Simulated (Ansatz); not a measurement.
Input and command of a calculation in Ansatz (plane waves; scalar-relativistic PAW potentials unless the input names others):

```yaml
crystal:
  lattice:
    - [2.2901896006, 1.3222415824, 13.1488337536]
    - [-2.2901896006, 1.3222415824, 13.1488337536]
    - [0.0, -2.6444831648, 13.1488337536]
  atoms:
    - { symbol: Be, position: [0.5213047688, 0.9786952312, 0.25] }
    - { symbol: Be, position: [0.25, 0.5213047688, 0.9786952312] }
    - { symbol: Be, position: [0.9786952312, 0.25, 0.5213047688] }
    - { symbol: Be, position: [0.4786952312, 0.0213047688, 0.75] }
    - { symbol: Be, position: [0.75, 0.4786952312, 0.0213047688] }
    - { symbol: Be, position: [0.0213047688, 0.75, 0.4786952312] }
    - { symbol: Se, position: [0.3816356806, 0.3816356806, 0.3816356806] }
    - { symbol: Se, position: [0.1183643194, 0.1183643194, 0.1183643194] }
    - { symbol: Se, position: [0.6183643194, 0.6183643194, 0.6183643194] }
    - { symbol: Se, position: [0.8816356806, 0.8816356806, 0.8816356806] }
basis:
  ecutwfc: "350 eV"
kpoints:
  mp_grid: { grid: [6, 6, 6] }
hamiltonian:
  xc: pbe
scf:
  occupations: { method: gaussian, width: 0.02 }
output:
  forces: true
  eigenvalues: true
  stress: true
```

```bash
ansatz run input.yaml --threads 1 --pin off --max-ram 2560MiB --backend cpu --events-out ev --progress --plain --runs-dir out
```

Abridged log:
```
Warning: basis.ecutwfc = 350 eV is below the records' recommended 420 eV, and the density's cutoff is lower with it unless basis.ecutrho_ratio is high enough to keep the records' density cutoff: compare with a run at a higher cutoff
Pseudopotentials: kind: paw
Pseudopotential: Be, paw, valence charge 2, recommended cutoff 420 eV (normal)
Pseudopotential: Se, paw, valence charge 16, recommended cutoff 420 eV (normal)
Functional definition: PBE
Crystal: 10 atoms, lattice volume = 238.903 Å³
Basis set: ecut = 350 eV, 3527 PW (Γ), FFT grids on a1−a3, a2−a3, a3, exchange–correlation on 60×60×180 points (8 copies of the dense FFT grid, shifted against one another)
Bands: 48, of which v1, the nominal top of the filled ones, is band 38 counted from 1 (37 counted from 0)
Symmetry: 12 space group operations
Space group: R-3c (ITA 167), of the structure as read, at distance tolerance 6.2e-5 Å
k-points: 32 of 216
Initial density: superposition of atomic densities (neutral atoms: chi_scale 0, normalization atom), corrected by the library's trained network
Initial wavefunctions: pseudopotential atomic-orbital guess
Functional: x = pbe(κ = 0.804, μ = 0.21951497), c = pbe(β = 0.06672455)
SCF iter   1: F=—  HF=-22435.268361 eV  |F-HF|=—  |Δ(HF+E_count)|=         —  Δρ=3.18e-3  dr2=2.97e-2  ethr=1.77e-3  ⟨swp⟩=9.1  Hψ=7129  notcnv=0  defer=3
SCF iter   2: F=—  HF=-22435.265236 eV  |F-HF|=—  |Δ(HF+E_count)|=   3.13e-3  Δρ=1.75e-3  dr2=8.40e-3  ethr=3.91e-5  ⟨swp⟩=2.1  Hψ=2253  notcnv=0  defer=164
SCF iter   3: F=—  HF=-22435.265301 eV  |F-HF|=—  |Δ(HF+E_count)|=   6.54e-5  Δρ=2.60e-4  dr2=2.55e-4  ethr=1.11e-5  ⟨swp⟩=2.0  Hψ=1976  notcnv=0  defer=36
automatic band count: iteration 3 solves 44 bands in place of 48: the levels show a gap, and the empty bands left out lie too high to hold charge; the band table lists the bands solved (type scf.n_extra_bands for more)
SCF iter   4: F=—  HF=-22435.265348 eV  |F-HF|=—  |Δ(HF+E_count)|=   4.68e-5  Δρ=9.23e-5  dr2=2.59e-5  ethr=3.35e-7  ⟨swp⟩=2.0  Hψ=2588  notcnv=0  defer=36
SCF iter   5: F=—  HF=-22435.265271 eV  |F-HF|=—  |Δ(HF+E_count)|=   7.70e-5  Δρ=3.21e-5  dr2=3.68e-6  ethr=3.41e-8  ⟨swp⟩=2.0  Hψ=2588  notcnv=0  defer=36
SCF iter   6: F=—  HF=-22435.265277 eV  |F-HF|=—  |Δ(HF+E_count)|=   6.42e-6  Δρ=6.60e-6  dr2=1.71e-7  ethr=4.85e-9  ⟨swp⟩=3.0  Hψ=2588  notcnv=0  defer=36
SCF iter   7: F=-22435.265278 eV  HF=-22435.265278 eV  |F-HF|=1.62e-8  |Δ(HF+E_count)|=   3.59e-7  Δρ=1.71e-6  dr2=1.05e-8  ethr=1.32e-10  ⟨swp⟩=7.4  Hψ=5207  notcnv=0
SCF 1 converged in 7 iterations: F = -22435.265278 eV  dr2 = 1.05e-8
SCF converged after 7 iterations
Free energy (F): -22435.265278 eV
Harris-Foulkes:  -22435.265278 eV  (|F-HF|=1.62e-8)
Internal energy: -22435.265278 eV  (E = F + TS)
E sigma→0 (E₀):  -22435.265278 eV
Fermi energy:    3.294299 eV
--- Forces (eV/Å), atoms counted from 1 ---
  atom   1  Be     0.00055371     0.00000000     0.00000000
  atom   2  Be    -0.00027686     0.00047953     0.00000000
  atom   3  Be    -0.00027686    -0.00047953     0.00000000
  atom   4  Be    -0.00055371     0.00000000     0.00000000
  atom   5  Be     0.00027686    -0.00047953     0.00000000
  atom   6  Be     0.00027686     0.00047953     0.00000000
  atom   7  Se     0.00000000     0.00000000    -0.00159231
  atom   8  Se     0.00000000     0.00000000     0.00159231
  atom   9  Se     0.00000000     0.00000000     0.00159231
  atom  10  Se     0.00000000     0.00000000    -0.00159231
--- Stress (GPa, compression-positive) ---
        0.008878       0.000000       0.000000
        0.000000       0.008878       0.000000
        0.000000       0.000000       0.018102
  P = ⅓ Tr σ = 0.0120 GPa (0.120 kbar)
```

Apart from outputs, empty bands and the relaxation, which only the reference makes, the input differs from a reference run on usual settings in basis.ecutwfc: 420 → "350 eV". The reference, at the same geometry, ended its own course with pressure 0.01 GPa, largest force 0.001 eV/Å, gap on the mesh 1.50 eV. This run converged in 7 SCF iterations with an energy at zero smearing 1.18 meV/atom above the reference's, pressure 0.01 GPa, largest force 0.002 eV/Å, gap on the mesh 1.50 eV. Its cutoff is looser than usual, and the result moved.

The run took 8.1 s on 1 thread of Intel(R) Xeon(R) 6975P-C (Granite Rapids), with other jobs on the host, peak memory 0.57 GiB.